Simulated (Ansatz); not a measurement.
# Phonon dispersion of SnTe₃

Method: DFT PBE, scalar-relativistic, plane waves, PAW in Ansatz 0.2.0. Cutoff 420 eV, 12×12×10 k-points (Γ-centred), Fermi-Dirac smearing of 0.15 eV. No spin polarisation. Phonons by linear response, acoustic sum rule imposed.

Equilibrium structure at this level:
```
Sn Te
1.0
     6.05977    0.00000    0.00000
    -3.02988    5.24791    0.00000
     0.00000    0.00000    4.26232
Sn Te
1 3
Direct
  0.00000 0.00000 0.50000
  0.59776 0.00000 0.00000
  0.00000 0.59776 0.00000
  0.40224 0.40224 0.00000
```

It was reached by relaxing an invented guess, and it needn't be the stable form of this composition. In a metal, frequencies and elastic constants depend on the k mesh and the smearing, soft modes and shear constants most. Spin–orbit coupling is left out, which matters for heavy elements. The q mesh is coarse, so values between its points are rough.

Force constants from linear response on a 1×1×2 q mesh.

Question: Is the structure dynamically stable on this mesh?

Answer: No: at q = (0.000, 0.000, 0.000) a mode is imaginary, 68i cm⁻¹.

Question: Give the frequencies (cm⁻¹; i marks imaginary ones) at the irreducible q points, in fractions of the reciprocal vectors.

Answer:
```tsv
q	star	frequencies
0.000 0.000 0.000	1	68i 68i 0 0 0 54 54 64 78 78 86 114
0.000 0.000 -0.500	1	55i 55i 38 38 43 43 59 66 76 84 84 112
```
